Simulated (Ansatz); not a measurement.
According to r²SCAN (plane waves, PAW; program Ansatz), InSb in the hexagonal phase (P6_222; In on 3d, Sb on 3c) relaxes to a = 4.637 Å, c = 10.179 Å. Against the elements it lies at -0.12 eV/atom, with no fitted shifts.

Electronic character: no gap, with almost no states at the Fermi level (zero-gap or semimetallic).

The bulk modulus is 47.3 GPa.

The start of the workflow was typed in or built on a structure type; neither database checked (COD, Materials Project) lists it. It is not the phase usual at ambient conditions (space group No. 216). The cell was relaxed with r²SCAN under the symmetry of its start; its stability against distortions is not shown here. The references are the lowest solids computed at this level, not always the standard phases. Spin–orbit coupling is left out wherever it is not named.

Potentials: the later of the program's two PAW sets.
